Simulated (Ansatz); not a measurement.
CaF2 (fluorite)

```
CELL_PARAMETERS angstrom
      0.00000     2.75548     2.75548
      2.75548     0.00000     2.75548
      2.75548     2.75548     0.00000
ATOMIC_POSITIONS crystal
  Ca 0.00000 0.00000 0.00000
  F  0.25000 0.25000 0.25000
  F  0.75000 0.75000 0.75000
```

The slice is a {100} plane (indices of the conventional cell) through the point (0.000, 0.000, 0.000) (fractional), spanned by u = [100] and v = [0 1 -1] in vectors of this cell: u (3.90 Å) and v (3.90 Å, at 90° to u). It covers one period; positions are fractions (u, v).

The numbers are results of PBE (plane waves to 420 eV, PAW, scalar-relativistic; Ansatz, a first-principles code), not measurements. k mesh 10×10×10. Near the nuclei the fields are pseudised (PAW); where an atom keeps semicore shells as valence, they peak there. CaF2 was relaxed with its symmetry unable to fall.

Three fields on this plane, each scaled to ten steps between its own extremes (0 low, 9 high; the total valence density on a logarithmic scale, the potential cut 8 eV below its top; x marks points blanked near nuclei; v = 0 in the bottom row):

Map A
```
|xxxxxxxx0367899987630xxxxxxx|
|xxxxxxx004678999876400xxxxxx|
|xxxxxxx014689999986410xxxxxx|
|xxxxxx00257899999875200xxxxx|
|xxxxxx01367899999876310xxxxx|
|xxxx001356789999987653100xxx|
|xx0001356789999999876531000x|
|0001245678899999998876542100|
|3344566788999999999887665443|
|6666777889999999999988777666|
|7778888999999999999999888877|
|8899999999999999999999999998|
|9999999999999999999999999999|
|9999999999999999999999999999|
|9999999999999999999999999999|
|8899999999999999999999999998|
|7778888999999999999999888877|
|6666777889999999999988777666|
|3344566788999999999887665443|
|0001245678899999998876542100|
|xx0001356789999999876531000x|
|xxxx001356789999987653100xxx|
|xxxxxx01367899999876310xxxxx|
|xxxxxx00257899999875200xxxxx|
|xxxxxxx014689999986410xxxxxx|
|xxxxxxx004678999876400xxxxxx|
|xxxxxxxx0367899987630xxxxxxx|
|xxxxxxxx0367899987630xxxxxxx|
```

Map B
```
|xxxxxxxx2000000000002xxxxxxx|
|xxxxxxx720000000000027xxxxxx|
|xxxxxxx510000000000015xxxxxx|
|xxxxxx93000000000000039xxxxx|
|xxxxxx51000000000000015xxxxx|
|xxxx952000000000000000259xxx|
|xx7531000000000000000001357x|
|2211000000000000000000000112|
|0000000000000000000000000000|
|0000000000000000000000000000|
|0000000000000000000000000000|
|0000000000000000000000000000|
|0000000000000000000000000000|
|0000000000000000000000000000|
|0000000000000000000000000000|
|0000000000000000000000000000|
|0000000000000000000000000000|
|0000000000000000000000000000|
|0000000000000000000000000000|
|2211000000000000000000000112|
|xx7531000000000000000001357x|
|xxxx952000000000000000259xxx|
|xxxxxx51000000000000015xxxxx|
|xxxxxx93000000000000039xxxxx|
|xxxxxxx510000000000015xxxxxx|
|xxxxxxx720000000000027xxxxxx|
|xxxxxxxx2000000000002xxxxxxx|
|xxxxxxxx2000000000002xxxxxxx|
```

Map C
```
|xxxxxxxx8766666666678xxxxxxx|
|xxxxxxx986666666666689xxxxxx|
|xxxxxxx976555666555679xxxxxx|
|xxxxxx98655555555555689xxxxx|
|xxxxxx87554444444445578xxxxx|
|xxxx987654444444444456789xxx|
|xx9987654333333333334567899x|
|8887655433222222222334556788|
|7766554332222222222233455667|
|6665544322111111111223445566|
|6665544322110000011223445566|
|6665544322100000001223445566|
|6666544322100000001223445666|
|6666554322100000001223455666|
|6666544322100000001223445666|
|6665544322100000001223445566|
|6665544322110000011223445566|
|6665544322111111111223445566|
|7766554332222222222233455667|
|8887655433222222222334556788|
|xx9987654333333333334567899x|
|xxxx987654444444444456789xxx|
|xxxxxx87554444444445578xxxxx|
|xxxxxx98655555555555689xxxxx|
|xxxxxxx976555666555679xxxxxx|
|xxxxxxx986666666666689xxxxxx|
|xxxxxxxx8766666666678xxxxxxx|
|xxxxxxxx8766666666678xxxxxxx|
```

Assign the maps to these fields: electron localisation function (ELF); valence electron density; electrostatic potential energy of an electron, from the cell's mean.

A is the electrostatic potential energy of an electron, from the cell's mean; B is the electron localisation function (ELF); C is the valence electron density.
